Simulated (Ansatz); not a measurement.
InAs (zinc blende, space group No. 216) at seven volumes, plane-wave PAW r²SCAN (Ansatz code), scaled uniformly. One row is withheld.

```
V (Å³/atom)  P (GPa)
-----------  -------
25.925          6.79
26.780          4.13
27.634          1.89
28.489          0.00
29.344             ?
30.198         -2.88
31.053         -4.01
```

Question: Fit the shown pressures and predict the withheld one.

Answer: P = (3/2)B₀(x^(7/2) − x^(5/2))[1 + (3/4)(B′ − 4)(x − 1)] with x = (V₀/V)^(2/3). Least squares on the six rows gives V₀ = 28.494 Å³/atom, B₀ = 57.2 GPa, B′ = 4.81. At V = 29.344, x = 0.9806 and P = -1.57 GPa. The run itself gave -1.54 GPa.

Space group F-43m (zinc blende). The r²SCAN relaxation kept the symmetry of its start.

Potentials: the later of the program's two PAW sets.
